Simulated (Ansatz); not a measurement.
**Zone-centre phonons of InSb at -0.4 GPa: input and output**

Method: DFT PBE, scalar-relativistic, plane waves, PAW (Ansatz).

Launched with:
```bash
ansatz run input.yaml --threads 4 --pin off --max-ram 12288MiB --backend cpu --events-out ev --progress --plain --runs-dir out
```

Input (bare energies are in eV):
```yaml
crystal:
  lattice:
    - [0.0, 3.3308, 3.3308]
    - [3.3308, 0.0, 3.3308]
    - [3.3308, 3.3308, 0.0]
  atoms:
    - { symbol: In, position: [0.0, 0.0, 0.0] }
    - { symbol: Sb, position: [0.25, 0.25, 0.25] }
basis:
  ecutwfc: 420
kpoints:
  mp_grid: { grid: [8, 8, 8] }
hamiltonian:
  xc: pbe
scf:
  occupations: { method: fermi_dirac, width: 0.15 }
output:
  eigenvalues: true
phonons:
  method: dfpt
  eigenvectors: true
```

The end of the output:
```
--- Phonons (Γ-DFPT): 2 representative perturbations + reference, on 59 of 512 k-points (Σ response iterations 6) ---
  k mesh reduced under 8 symmetry operations, with k and −k counted as one. Each operation leaves every solved displacement unchanged or reverses it
  ASR residual: 6.764e-5 → 0.000e0 eV/Å²; symmetrization residual: 5.438e-5 eV/Å²
  ASR residual per site (eV/Å²): 6.76e-5 3.19e-5
  Γ frequencies (cm⁻¹): 0.00 0.00 0.00 160.17 160.17 160.17
  non-analytic LO–TO correction: not included (Born effective charges unavailable; polar crystals: no LO–TO splitting at Γ)
```

It took 17 s on 4 threads of Intel(R) Xeon(R) Processor @ 2.50GHz (Skylake/Cascade Lake), with other jobs on the host, peak memory 0.63 GiB.

The cell is the ideal cubic zincblende prototype. Without a gap, frequencies and elastic constants depend on the k mesh and the smearing, soft modes and shear constants most.

The bands only touch here, so at this level the crystal is a zero-gap semiconductor or semimetal, not an ordinary metal; spin–orbit coupling, left out, can open or move such a gap.